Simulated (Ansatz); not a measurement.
CsPbBr3:
```yaml
crystal:
  lattice:
    - [5.93406, 0.00000, 0.00000]
    - [0.00000, 5.93406, 0.00000]
    - [0.00000, 0.00000, 5.93406]
  atoms:
    - { symbol: Cs, position: [0.00000, 0.00000, 0.00000] }
    - { symbol: Pb, position: [0.50000, 0.50000, 0.50000] }
    - { symbol: Br, position: [0.00000, 0.50000, 0.50000] }
    - { symbol: Br, position: [0.50000, 0.50000, 0.00000] }
    - { symbol: Br, position: [0.50000, 0.00000, 0.50000] }
```

Relaxed with r²SCAN.

Task: Map the electron localisation function on the plane through (0.000, 0.000, 0.000) spanned by u = [1, 0, 0] and v = [0, 1, 1] in lattice vectors, from r²SCAN (plane waves, PAW; program Ansatz).

Result: x is the fraction of u, y of v (the angle between them is 90°; rows are the nearest grid lines); atoms in the plane: Cs at (0.00, 0.00), Pb at (0.50, 0.50), Br at (0.00, 0.50).
```
y \ x   0.000  0.100  0.167  0.267  0.367  0.467  0.533  0.633  0.733  0.833  0.900   1.00
------  -----  -----  -----  -----  -----  -----  -----  -----  -----  -----  -----  -----
1.00    0.000  0.688  0.899  0.562  0.007  0.002  0.002  0.007  0.562  0.899  0.688  0.000
0.925   0.744  0.890  0.868  0.286  0.005  0.006  0.006  0.005  0.286  0.868  0.890  0.744
0.850   0.831  0.746  0.464  0.013  0.009  0.014  0.014  0.009  0.013  0.464  0.746  0.831
0.775   0.023  0.015  0.008  0.007  0.017  0.023  0.023  0.017  0.007  0.008  0.015  0.023
0.700   0.466  0.325  0.106  0.017  0.038  0.066  0.066  0.038  0.017  0.106  0.325  0.466
0.625   0.877  0.815  0.608  0.077  0.295  0.402  0.402  0.295  0.077  0.608  0.815  0.877
0.550   0.176  0.821  0.800  0.171  0.445  0.088  0.088  0.445  0.171  0.800  0.821  0.176
0.450   0.176  0.821  0.800  0.171  0.445  0.088  0.088  0.445  0.171  0.800  0.821  0.176
0.375   0.877  0.815  0.608  0.077  0.295  0.402  0.402  0.295  0.077  0.608  0.815  0.877
0.300   0.466  0.325  0.106  0.017  0.038  0.066  0.066  0.038  0.017  0.106  0.325  0.466
0.225   0.023  0.015  0.008  0.007  0.017  0.023  0.023  0.017  0.007  0.008  0.015  0.023
0.150   0.831  0.746  0.464  0.013  0.009  0.014  0.014  0.009  0.013  0.464  0.746  0.831
0.0750  0.744  0.890  0.868  0.286  0.005  0.006  0.006  0.005  0.286  0.868  0.890  0.744
0.000   0.000  0.688  0.899  0.562  0.007  0.002  0.002  0.007  0.562  0.899  0.688  0.000
```

The density is the valence pseudo-density with augmentation charge, so density and ELF within about 1 Å of a nucleus are not all-electron values.

Space group Pm-3m (cubic perovskite). This is a known high-temperature phase of the composition, computed here at zero pressure and temperature. The r²SCAN relaxation kept the symmetry of its start; its stability against distortions is not shown here. Spin–orbit coupling is left out wherever it is not named.

Potentials: the later of the program's two PAW sets.
